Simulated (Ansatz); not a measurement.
SnSe:
```cif
data_Se3Sn3
_chemical_formula_sum 'Sn3 Se3'
_space_group_name_H-M_alt 'P 1'
_space_group_IT_number 1
_cell_length_a 4.24091
_cell_length_b 4.24091
_cell_length_c 10.36740
_cell_angle_alpha 90.000
_cell_angle_beta 90.000
_cell_angle_gamma 120.000
loop_
_space_group_symop_operation_xyz
  'x, y, z'
loop_
_atom_site_label
_atom_site_type_symbol
_atom_site_fract_x
_atom_site_fract_y
_atom_site_fract_z
_atom_site_occupancy
Sn1 Sn 0.33350 0.00000 0.33333 1
Sn2 Sn 0.00000 0.33350 0.66667 1
Sn3 Sn 0.66650 0.66650 0.00000 1
Se1 Se 0.33333 0.00000 0.83333 1
Se2 Se 0.00000 0.33333 0.16667 1
Se3 Se 0.66667 0.66667 0.50000 1
```

Relaxed with r²SCAN+D4.

### Question
Which orbitals make up the states near the Fermi level in r²SCAN+D4 in the plane-wave PAW code Ansatz?

### Answer
Within 0.5 eV of the Fermi level: Sn 5p 47 %, Se 4p 27 %, Sn 5s 15 %, Se 4s 9 %. Projections are on Löwdin-orthogonalised atomic valence shells; empty p or d shells of many metals are not among them.

### Question
Tabulate the density of states.

### Answer
States/eV per cell of 6 atoms, in 0.25 eV bins, energy from the Fermi level.

```
E (eV)  total  Se 4p  Sn 5p  Sn 5s
------  -----  -----  -----  -----
-7.85    4.31   1.31   0.12   2.71
-7.60    4.16   1.16   0.12   2.65
-7.35    2.91   0.76   0.10   1.81
-7.10    1.89   0.46   0.07   1.17
-6.85    0.94   0.21   0.02   0.59
-6.60    0.51   0.11   0.00   0.31
-6.35    0.31   0.07   0.00   0.18
-6.10    0.36   0.12   0.07   0.14
-5.85    0.97   0.46   0.35   0.13
-5.60    1.54   0.81   0.59   0.12
-5.35    1.91   1.07   0.73   0.09
-5.10    2.28   1.34   0.84   0.08
-4.85    2.65   1.59   0.92   0.10
-4.60    3.35   2.09   1.10   0.11
-4.35    4.36   2.83   1.34   0.12
-4.10    5.07   3.40   1.45   0.14
-3.85    4.85   3.35   1.28   0.14
-3.60    4.87   3.47   1.16   0.15
-3.35    5.11   3.73   1.08   0.20
-3.10    5.31   4.07   0.95   0.19
-2.85    4.81   3.79   0.71   0.22
-2.60    5.17   4.24   0.56   0.28
-2.35    1.90   1.20   0.35   0.30
-2.10    1.75   0.93   0.39   0.38
-1.85    2.01   1.06   0.42   0.46
-1.60    2.59   1.44   0.46   0.61
-1.35    4.07   2.41   0.56   0.97
-1.10    3.04   1.64   0.51   0.78
-0.85    2.29   1.16   0.43   0.61
-0.60    1.60   0.79   0.31   0.43
-0.35    0.49   0.19   0.14   0.12
-0.10    0.07   0.02   0.03   0.01
0.15     0.13   0.02   0.08   0.01
0.40     0.67   0.08   0.44   0.04
0.65     1.60   0.15   1.16   0.04
0.90     3.09   0.26   2.33   0.06
1.15     3.94   0.30   3.13   0.06
1.40     4.56   0.42   3.65   0.07
1.65     4.01   0.50   3.11   0.08
1.90     3.43   0.55   2.54   0.09
2.15     3.36   0.62   2.40   0.08
2.40     2.75   0.55   1.92   0.08
2.65     3.58   0.78   2.42   0.10
2.90     3.39   0.77   2.17   0.08
3.15     4.48   0.95   2.44   0.09
3.40     4.55   0.96   2.33   0.08
3.65     5.38   1.18   2.83   0.07
3.90     7.43   1.69   3.87   0.07
4.15     4.53   1.19   2.46   0.04
4.40     3.26   0.98   1.73   0.03
4.65     3.07   0.90   1.59   0.02
```

Space group Fm-3m (rock salt). The start of the workflow was typed in or built on a structure type; the Crystallography Open Database files this formula in space group No. 225, but the cells were not matched. It is not the phase usual at ambient conditions (space group No. 62). Symmetry was held in the r²SCAN+D4 relaxation; whether a distortion lowers the energy is not shown. Spin–orbit coupling is left out wherever it is not named.

Potentials: the later of the program's two PAW sets.
